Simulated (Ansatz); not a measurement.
RbBr₃:
```xyz
4
Lattice="-2.2443 2.2443 6.5593 2.2443 -2.2443 6.5593 2.2443 2.2443 -6.5593" Properties=species:S:1:pos:R:3 pbc="T T T"
Rb     0.0000     0.0000     0.0000
Br     0.0000     2.2443     3.2797
Br     2.2443     0.0000     3.2797
Br     0.0000     0.0000     6.5593
```

Relaxed with r²SCAN. Special points in fractions of this cell's reciprocal vectors: Γ (0.000, 0.000, 0.000); X (0.000, 0.000, 0.500); P (0.250, 0.250, 0.250); N (0.000, 0.500, 0.000); M (0.500, 0.500, -0.500); S (0.279, 0.721, -0.279); S0 (-0.279, 0.279, 0.279); R (-0.059, 0.059, 0.500); G (0.500, 0.500, -0.059).

Q: List the band energies nearest the Fermi level at these points for r²SCAN (plane waves, PAW; program Ansatz).

A: In eV from the Fermi level; about four levels below and three above (degenerate sets whole), none deeper than 8.9 eV; points with the same levels are listed once.

| k | below | above |
|---|---|---|
| Γ | -2.66 -0.77 -0.16 -0.16 | 0.08 0.37 0.37 |
| X | -1.57 -0.37 -0.34 -0.09 | 0.88 0.89 7.11 |
| P | -1.62 -1.62 -0.34 -0.22 -0.22 | 0.88 0.88 7.43 |
| N | -1.57 -0.95 -0.59 -0.06 | 8.18 8.46 9.27 |
| M | -0.73 -0.52 -0.09 -0.09 | 0.33 0.33 6.42 |
| S | -1.39 -0.84 -0.58 -0.15 | 8.23 8.68 8.81 |
| R | -1.54 -0.37 -0.34 -0.16 | 0.71 0.86 7.20 |

Space group I4/mmm. The workflow started from a Materials Project entry (that database holds measured and hypothetical structures alike); the Crystallography Open Database copy checked does not list it. Whether it is the stable phase at ambient conditions was not checked. The r²SCAN relaxation kept the symmetry of its start; its stability against distortions is not shown here. Scalar-relativistic: spin–orbit coupling is off unless named, which matters more the heavier the elements.

Potentials: the later of the program's two PAW sets.
